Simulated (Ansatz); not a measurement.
Li (hcp (Mg type), space group No. 194) at seven volumes, LDA (plane waves, PAW; program Ansatz), shape and atoms relaxed at each. One row is withheld.

```tsv
V (Å³/atom)	P (GPa)
17.255	1.65
17.824	1.02
18.393	0.47
18.961	-0.01
19.530	?
20.099	-0.80
20.668	-1.13
```

Q: Fit the shown pressures and predict the withheld one.

A: Third-order Birch–Murnaghan: P = (3/2)B₀(x^(7/2) − x^(5/2))[1 + (3/4)(B′ − 4)(x − 1)] with x = (V₀/V)^(2/3). Least squares on the six rows gives V₀ = 18.948 Å³/atom, B₀ = 15.05 GPa, B′ = 3.38. At V = 19.530, x = 0.9800 and P = -0.43 GPa. The run itself gave -0.43 GPa.

Space group P6_3/mmc (hcp (Mg type)). The first step of the workflow began from a Materials Project structure, measured or hypothetical; the Crystallography Open Database files this formula in space group No. 194, but the cells were not matched. It is not the phase usual at ambient conditions (space group No. 229). Symmetry was held in the LDA relaxation; whether a distortion lowers the energy is not shown.

Potentials: the earlier of the program's two PAW sets. The files were generated under PBE; for other functionals the program regenerates the frozen cores, and for LDA and PBEsol the local potential too.
